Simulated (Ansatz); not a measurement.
This cell of TiC (rock salt) is off equilibrium:

```xyz
4
Lattice="0.0000 4.3285 4.3285 2.1643 2.1643 4.3285 2.1643 2.1643 0.0000" Properties=species:S:1:pos:R:3 pbc="T T T"
C      0.0000     0.0000    -0.0084
C      2.1643     4.3285     6.5011
Ti     2.1643     6.4928     6.5861
Ti     2.1643     4.3285     4.2352
```

Level of theory: r2SCAN (plane waves to 500 eV, PAW, scalar-relativistic; Ansatz, a first-principles code). k mesh 18×18×18 (Γ-centred), Fermi-Dirac smearing 0.05 eV. Compression counts positive. With partly filled bands, energies and forces of such displacements shift with the k mesh and the smearing. The PAW data are Ansatz's earlier set. TiC is run without spin polarisation. TiC was relaxed with its symmetry unable to fall.

What forces act on the atoms (eV/Å, Cartesian)?


```tsv
atom	Fx	Fy	Fz
C1	0.000	0.000	0.092
C2	0.000	0.000	-0.092
Ti3	0.000	0.000	-2.182
Ti4	0.000	0.000	2.182
```

Give the stress tensor in GPa and the pressure.


```
    1.8      0.0      0.0
    0.0      1.8      0.0
    0.0      0.0      3.9
```
The pressure, a third of the trace, is 2.5 GPa.

(A displaced cell: forces are minus the slopes of the energy, force constants its curvatures, and phonons follow from these.)
